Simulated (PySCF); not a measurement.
PySCF single point, PBE/6-31G*, density fitting, COSMO implicit water (electrostatics alone), on pyrimidine, C4H4N2 (SMILES c1cncnc1), charge 0, multiplicity 1.

```python
from pyscf import gto, scf, dft
mol = gto.M(atom='''
C     -1.328543     0.000286    -0.000295
C     -0.593748     1.177426    -0.000186
N      0.729978     1.179356     0.000285
C      1.323808    -0.000005     0.000927
N      0.729572    -1.179349     0.000253
C     -0.594066    -1.177247    -0.000378
H     -2.406259     0.000217    -0.000063
H     -1.070027     2.149731     0.000050
H      2.406259    -0.000241    -0.000927
H     -1.070332    -2.149731     0.000172
''', basis='6-31G*', charge=0, spin=0, verbose=3)
mf = dft.RKS(mol, xc='PBE')
mf = mf.density_fit()
mf = mf.PCM()
mf.with_solvent.method = 'COSMO'
mf.with_solvent.eps = 78.4
mf.max_cycle = 100
e = mf.kernel()
print('converged', mf.converged)
print('E_total', e)
print('nao', mol.nao)
print('HOMO', mf.mo_energy[mf.mo_occ > 0].max())
mf.dip_moment()
```

It prints:

```

WARN: PCM is an experimental feature. It is still in testing.
Features and APIs may be changed in the future.

converged SCF energy = -264.001252963702
converged True
E_total -264.0012529637021
nao 92
HOMO -0.20678021342329922
Dipole moment(X, Y, Z, Debye): -2.96267, -0.00008, -0.00067
```

The total energy is -7183.84 eV, -0.21 eV from the same level's vacuum run.
